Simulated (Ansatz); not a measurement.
Method: Ansatz 0.2.0, DFT PBE, scalar-relativistic, plane waves, PAW. Settings: cutoff 420 eV, Γ-centred meshes spaced at most about 0.3 Å⁻¹, and about 0.25 Å⁻¹ or finer for metals (2π included), Gaussian smearing. No spin polarisation in the final relaxations.

These are static total energies at zero pressure.

Two forms of Sn₂As₂Se were relaxed alike.

A.

```yaml
crystal:
  lattice:
    - [-2.65548, 2.65548, 4.44240]
    - [2.65548, -2.65548, 4.44240]
    - [2.65548, 2.65548, -4.44240]
  atoms:
    - { symbol: Sn, position: [0.75000, 0.25000, 0.50000] }
    - { symbol: Sn, position: [0.25000, 0.75000, 0.50000] }
    - { symbol: As, position: [0.13875, 0.13875, 0.00000] }
    - { symbol: As, position: [0.86125, 0.86125, 0.00000] }
    - { symbol: Se, position: [0.50000, 0.50000, 0.00000] }
```

B.

```yaml
crystal:
  lattice:
    - [2.84202, -5.63996, 0.00000]
    - [2.84202, 5.63996, 0.00000]
    - [0.00000, 0.00000, 5.00740]
  atoms:
    - { symbol: Sn, position: [0.75171, 0.75171, 0.00000] }
    - { symbol: Sn, position: [0.24829, 0.24829, 0.00000] }
    - { symbol: As, position: [0.00000, 0.50000, 0.00000] }
    - { symbol: As, position: [0.50000, 0.00000, 0.00000] }
    - { symbol: Se, position: [0.50000, 0.50000, 0.50000] }
```

Question: Which would you expect to be lower, and how large is the difference?

Answer: A is lower, by 0.34 eV/atom. A has space group I4/mmm (No. 139), 25.1 Å³/atom and no gap on its mesh; B has space group Cmmm (No. 65), 32.1 Å³/atom and no gap. Counting As or Se atoms around Sn (for each partner element, those within 1.25 times its shortest distance or 1.15 times the sum of covalent radii, where it is the nearest in units of that sum or under 1.3), A and B both have Sn 4. A holds As–As pairs (shortest 2.47 Å); in B the shortest As–As distance is 2.84 Å, near bonding range too. The denser one is the lower, and pressure would at first widen the difference. Both come from invented guesses.

Cells relaxed within their symmetry can be saddle points.
